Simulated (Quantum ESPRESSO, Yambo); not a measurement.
Levels of theory for the gap of CaC$_{2}$

CaC₂ (space group C2/c, No. 15): one geometry, one set of norm-conserving PBEsol (Quantum ESPRESSO, 82 Ry, no spin-orbit coupling) orbitals, self-energies from Yambo (4×4×2 Γ-centred k mesh, 140 bands and a 7 Ry block in the screening, 140 bands in G with the Bruneval-Gonze terminator, plasmon pole fitted at 27.2 eV).

The geometry is that of Materials Project entry mp-1575, symmetrised and not relaxed again.

```json
[
 {"level": "PBEsol (Quantum ESPRESSO)", "gap (0.25, -0.25, 0) → (-0.5, -0.5, 0) (eV)": "1.89", "direct gap at (-0.5, -0.5, 0) (eV)": "2.59", "rough Yambo cost": "–"},
 {"level": "exchange only (Hartree-Fock self-energy on PBEsol orbitals)", "gap (0.25, -0.25, 0) → (-0.5, -0.5, 0) (eV)": "10.40", "direct gap at (-0.5, -0.5, 0) (eV)": "11.42", "rough Yambo cost": "about 1/20 (14 states)"},
 {"level": "static COHSEX@PBEsol", "gap (0.25, -0.25, 0) → (-0.5, -0.5, 0) (eV)": "4.72", "direct gap at (-0.5, -0.5, 0) (eV)": "5.54", "rough Yambo cost": "within a factor of two (3 states)"},
 {"level": "G0W0@PBEsol, plasmon pole", "gap (0.25, -0.25, 0) → (-0.5, -0.5, 0) (eV)": "3.81", "direct gap at (-0.5, -0.5, 0) (eV)": "4.64", "rough Yambo cost": "1 (14 states)"},
 {"level": "G0W0@PBEsol, multipole fit to 8 frequencies, no terminator", "gap (0.25, -0.25, 0) → (-0.5, -0.5, 0) (eV)": "3.73", "direct gap at (-0.5, -0.5, 0) (eV)": "4.56", "rough Yambo cost": "within a factor of two (3 states)"},
 {"level": "G0W0@PBEsol, plasmon pole, no terminator", "gap (0.25, -0.25, 0) → (-0.5, -0.5, 0) (eV)": "3.77", "direct gap at (-0.5, -0.5, 0) (eV)": "4.62", "rough Yambo cost": "about 1/20 (3 states, screening reused)"}
]
```

Bare exchange has no screening and gives the widest gap; static COHSEX screens it but leaves out the frequency dependence, which G0W0 restores. All rows use the PBEsol edge points; in the exchange only run other k points give a smaller gap, 9.56 eV.

Costs are rough ratios of core time on shared machines.

Nearest settings tried, and what they do to the gap: 91 bands in G: +1 meV; 66 bands in W: +52 meV; 3 Ry block (57 vectors against 199): -260 meV. Not varied: mesh. So the settings aren't converged at that level.

The structure is a Materials Project entry; no match was found in the copy of COD used, and its stability was not checked.
